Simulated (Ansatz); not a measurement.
**NaLi₃S₂ (P-3m1) at 4 levels of theory**

One geometry, relaxed with PBE; plane waves with PAW potentials in Ansatz, scalar-relativistic. No spin polarisation. Gaps are the least over mesh and band path; pressure is positive in compression, and isn't given for hybrids.

```cif
data_structure
_symmetry_space_group_name_H-M 'P 1'
_symmetry_Int_Tables_number 1
_cell_length_a 4.0791
_cell_length_b 4.0791
_cell_length_c 6.7195
_cell_angle_alpha 90.000
_cell_angle_beta 90.000
_cell_angle_gamma 120.000
_cell_volume 96.83
loop_
_atom_site_label
_atom_site_type_symbol
_atom_site_fract_x
_atom_site_fract_y
_atom_site_fract_z
_atom_site_occupancy
Na1 Na 0.00000 0.00000 0.00000 1
Li1 Li 0.00000 0.00000 0.50000 1
Li2 Li 0.66667 0.33333 0.66197 1
Li3 Li 0.33333 0.66667 0.33803 1
S1 S 0.66667 0.33333 0.28134 1
S2 S 0.33333 0.66667 0.71866 1
```

```json
{"level": "PBE", "cutoff (eV)": "420", "k mesh": "6×6×4", "gap (eV)": "3.48", "pressure (GPa)": "0.0"}
```

Q: What comes out on the same cell with r2SCAN, HSE06, PBEsol?

A:
| level | cutoff (eV) | k mesh | gap (eV) | pressure (GPa) |
| --- | --- | --- | --- | --- |
| r2SCAN | 500 | 6×6×4 | 4.23 | -0.6 |
| HSE06 | 420 | 6×6×4 | 4.53 | - |
| PBEsol | 420 | 6×6×4 | 3.37 | -1.1 |

The cell was found from a structure generator's guess, not taken from experiment.
